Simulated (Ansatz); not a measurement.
This cell of Mg (hcp, Mg type) is off equilibrium:

```
Mg
1.0
    3.18642     0.00000     0.00000
   -1.59321     2.75952     0.00000
    0.00000     0.00000     5.22378
Mg
2
Cartesian
  0.00000   1.83968   3.86784
  1.59321   0.91984   1.35595
```

These are PBE (plane waves to 420 eV, PAW, scalar-relativistic; Ansatz, a first-principles code) values and carry that method's errors. k mesh 17×17×9 (Γ-centred), Fermi-Dirac smearing 0.05 eV. Stress and pressure are positive under compression. With partly filled bands, energies and forces of such displacements shift with the k mesh and the smearing. Mg was relaxed with its symmetry unable to fall.

Q: Predict the force on every atom, in eV/Å.

A: 
```json
[
 {"atom": "Mg1", "Fx": "0.000", "Fy": "0.000", "Fz": "0.264"},
 {"atom": "Mg2", "Fx": "0.000", "Fy": "0.000", "Fz": "-0.264"}
]
```

(For displaced atoms, the force is minus the slope of the energy, and its curvature is a force constant, which sets phonon frequencies.)
